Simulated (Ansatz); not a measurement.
**Property card for Al2Ru**

Al2Ru:
```yaml
crystal:
  lattice:
    - [-1.56069, 1.56069, 4.21126]
    - [1.56069, -1.56069, 4.21126]
    - [1.56069, 1.56069, -4.21126]
  atoms:
    - { symbol: Al, position: [0.65909, 0.65909, 0.00000] }
    - { symbol: Al, position: [0.34091, 0.34091, 0.00000] }
    - { symbol: Ru, position: [0.00000, 0.00000, 0.00000] }
```

Space group I4/mmm (No. 139), MoSi2 or CaC2 type; conventional cell a = 3.121 Å, b = 3.121 Å, c = 8.423 Å, α = 90.00°, β = 90.00°, γ = 90.00°.

Method: PBEsol in the plane-wave PAW code Ansatz. Geometry: relaxed at this level of theory. Other levels are named where they apply.

**Cell and energy**

- Volume per atom = 13.68 Å³
- Density = 6.27 g/cm³
- Formation energy from the elements (no fitted shifts) = -0.66 eV/atom

**Electronic structure**

- Electronic character: metallic (no gap)
- Density of states at the Fermi level: 0.05 states/eV per atom (mean over ±0.08 eV)
- Gap with spin–orbit coupling: none (metallic)

**Mechanics**

- Bulk modulus (Birch–Murnaghan fit) = 178 GPa
- Pressure derivative B′ = 4.4
- Elastic constants (relaxed ions, GPa) = C11 = 303, C12 = 122, C13 = 118, C33 = 283, C44 = 172, C66 = 135
- Mechanical stability = stable (all eigenvalues of C positive)
- Hill bulk and shear moduli = 178 and 126 GPa
- Young's modulus = 305 GPa
- Poisson's ratio = 0.21
- Debye temperature from the elastic constants = 616 K

**Phonons**

- Highest zone-centre frequency = 445 cm⁻¹
- Zone-centre stability = no imaginary mode at Γ

The workflow started from a Materials Project entry (that database holds measured and hypothetical structures alike); the Crystallography Open Database copy checked does not list it. With Al and Ru taken as one species the cell has the higher symmetry I4/mmm, so it may be an ordered model of a mixed-site phase. Its standing as an ambient phase is unchecked. Symmetry was held in the PBEsol relaxation. No spin polarisation was allowed. As this level gives no gap, shear constants depend on the k-mesh and smearing (Fermi–Dirac, 0.1 eV here). As this level gives no gap, phonon frequencies hold no LO–TO term and depend on the k-mesh and smearing (Fermi–Dirac, 0.1 eV here). Axis ratios of metals converge slowly with the k-mesh, so a and c are less sure than the volume. The references are the lowest solids computed at this level, not always the standard phases. Scalar-relativistic: spin–orbit coupling is off unless named, which matters more the heavier the elements.

Potentials: the later of the program's two PAW sets.
